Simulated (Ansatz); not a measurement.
MgAl2C2 in space group P-3m1 (No. 164; Mg on 1a, Al on 2d, C on 2d) at seven volumes, r²SCAN (plane waves, PAW; program Ansatz), shape and atoms relaxed at each. One row is withheld.

```
V (Å³/atom)  P (GPa)
-----------  -------
10.371         15.88
10.713          9.79
11.055          4.53
11.397          0.00
11.739         -3.90
12.081             ?
12.422        -10.14
```

Q: Fit the shown pressures and predict the withheld one.

A: Third-order Birch–Murnaghan: P = (3/2)B₀(x^(7/2) − x^(5/2))[1 + (3/4)(B′ − 4)(x − 1)] with x = (V₀/V)^(2/3). Least squares on the six rows gives V₀ = 11.397 Å³/atom, B₀ = 139.7 GPa, B′ = 3.95. At V = 12.081, x = 0.9619 and P = -7.26 GPa. The run itself gave -7.25 GPa.

The first step of the workflow began from a Materials Project structure, measured or hypothetical; the Crystallography Open Database copy checked does not list it. Whether it is the stable phase at ambient conditions was not checked. Symmetry was held in the r²SCAN relaxation; whether a distortion lowers the energy is not shown.

Potentials: the later of the program's two PAW sets.
